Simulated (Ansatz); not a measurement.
How much do the gradients of NaYZnS3O12 depend on the method?

Cell: a computed structure from the Materials Project (it need not be an observed phase), taken as it stands.

Space group R3c:H (No. 161); a = 8.9542, c = 23.6462 Å, γ = 120.00°.

```
site  Wyckoff  site symmetry       x       y       z
  Na       6a             3.  0.0000  0.0000  0.5056
   Y       6a             3.  0.0000  0.0000  0.3521
  Zn       6a             3.  0.0000  0.0000  0.6513
   S      18b              1  0.6231  0.6562  0.4156
 O13      18b              1  0.1866  0.9709  0.6978
 O19      18b              1  0.8049  0.0165  0.3004
 O25      18b              1  0.1930  0.1674  0.5884
 O31      18b              1  0.7985  0.8133  0.4115
```

One atom of each set is listed; the run and its k-mesh use a cell of 36 atoms with edges of 9.43, 9.43, 9.43 Å.

First run. Level of theory: DFT, PBE, plane waves and PAW, scalar-relativistic, 420 eV cutoff, Γ-centred 3×3×3 k-points, Fermi–Dirac smearing 0.02 eV (Ansatz 0.2.0).

```tsv
site	V_zz (10²¹ V/m²)	η
Na	-0.62	0.00
Y	-0.26	0.00
Zn	-0.050	0.00
S	-1.14	0.16
O13	15.17	0.10
O19	13.57	0.03
O25	14.58	0.22
O31	13.92	0.11
```

Second run. The same atoms and settings, except that the functional is r2SCAN and the cutoff is 500 eV.

Problem. What does the second run give?

Solution. 

| site | V_zz | η | change of V_zz |
| --- | --- | --- | --- |
| Na | -0.62 | 0.00 | 0.00 |
| Y | -0.32 | 0.00 | -0.06 |
| Zn | -0.056 | 0.00 | -0.01 |
| S | -1.17 | 0.16 | -0.03 |
| O13 | 15.51 | 0.10 | +0.34 |
| O19 | 13.93 | 0.04 | +0.36 |
| O25 | 15.00 | 0.21 | +0.42 |
| O31 | 14.35 | 0.10 | +0.43 |

The largest change of V_zz is on O31, from 13.92 to 14.35. In per cent, |V_zz| changes by 0 on Na, +3 on S, +2 to +3 on O (all sites that start above 0.5).

The largest force is 0.5 eV/Å, so the atoms aren't at the calculated equilibrium and relaxing them would move these values. Without spin–orbit coupling (the program notes it for Y) the gradients are little affected as a rule: paired runs on crystals with a gap mostly move them by under 2 % at such atoms.
For the second run: With these PAW files V_zz is typically within 2 to 3 % of all-electron values, but misses above 10 % occur on Zn.
